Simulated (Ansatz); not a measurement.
# LuSi₂N₂: relaxation (Ansatz)

Input:

```yaml
crystal:
  lattice:
    - [0.0, 3.899875, 0.0]
    - [3.899875, 0.0, 0.0]
    - [1.949937, 1.949937, -4.531284]
  atoms:
    - { symbol: "N", position: [0.75, 0.25, 0.5] }
    - { symbol: "N", position: [0.25, 0.75, 0.5] }
    - { symbol: Lu, position: [0.0, 0.0, 0.0] }
    - { symbol: Si, position: [0.375, 0.375, 0.25] }
    - { symbol: Si, position: [0.625, 0.625, 0.75] }
  symmetry: { tolerance: 0.0003 }
kpoints:
  mp_grid: { grid: [5, 5, 5], shift: [0, 0, 0] }
magnetization:
  noncollinear: true
  spin_orbit: true
scf:
  occupations: { method: fermi_dirac }
  lower_state_search: "off"
hamiltonian:
  pseudopotentials: { kind: paw_fr }
  xc: lda
basis:
  ecutwfc: 420
  fft_grid_basis: typed
relax:
  max_steps: 40
output:
  forces: true
  stress: true
  eigenvalues: true
  bader: true
  populations: true
  elf: true
  write_potential: true
  volumetric_format: npy
  dos:
    e_range: [-12, 8]
    de: 0.05
    projected: { site_lists: { Lu: [Lu], "N": ["N"], Si: [Si] } }
    method: { smearing: { sigma: 0.1, scheme: gaussian } }
  write_density: true
checkpoint:
  read: saved_state
```

The command:

```bash
ansatz run input.yaml --threads 2 --pin off --max-ram 2560MiB --backend cpu --events-out ev --progress --plain --runs-dir out
```

Origin of the cell: a known structure type with other elements, at an estimated volume, so it need not be a known compound.

The smearing width isn't typed, so it takes its default of 0.1 eV.

The saved state is a converged single point of the same cell.

Steps:

```tsv
step	ΔF (meV/atom)	max force component (eV/Å)	SCF iterations	step was
1	0.0	3.400	8	accepted
2	-101.9	2.630	7	accepted
3	-269.5	1.755	8	accepted
4	-339.1	0.120	7	accepted
5	-339.6	0.059	6	accepted
6	-339.7	0.001	6	accepted
7	-339.7	0.001	2	accepted
```

The starting structure.

Space group I4/mmm (No. 139); the run's cell has a = 3.900 Å, b = 3.900 Å, c = 5.304 Å, α = 68.43°, β = 68.43°, γ = 90.00°. Shortest distances: N–Si 2.26 Å, Si–Si 2.27 Å, N–N 2.76 Å, Lu–Si 2.98 Å, Lu–N 2.99 Å.

After:

Space group I4/mmm (No. 139); the run's cell has a = 3.900 Å, b = 3.900 Å, c = 5.304 Å, α = 68.43°, β = 68.43°, γ = 90.00°. Shortest distances: N–Si 2.05 Å, N–N 2.76 Å, Lu–Si 2.90 Å, Lu–N 2.99 Å, Si–Si 3.03 Å.

```yaml
crystal:
  lattice:
    - [0.00000, 3.89987, 0.00000]
    - [3.89987, 0.00000, 0.00000]
    - [1.94994, 1.94994, -4.53128]
  atoms:
    - { symbol: N, position: [0.75000, 0.25000, 0.50000] }
    - { symbol: N, position: [0.25000, 0.75000, 0.50000] }
    - { symbol: Lu, position: [0.00000, 0.00000, 0.00000] }
    - { symbol: Si, position: [0.31953, 0.31953, 0.36093] }
    - { symbol: Si, position: [0.68047, 0.68047, 0.63907] }
```

| Quantity | Value |
| --- | --- |
| Free energy lowered by | 339.7 meV/atom |
| Final pressure | -17.64 GPa |
| Relaxation steps listed | 7 |

Caveats: no moments, though an odd count or open d shells may carry them; the SCF threshold is looser than advised for a stress; the k mesh is coarse if the cell is a metal; the relaxation held the start's symmetry, so the end may be a saddle point.

Time: 79 s on 2 threads of Arm Neoverse V2 (shared host), peak memory 0.61 GiB, from a saved density.
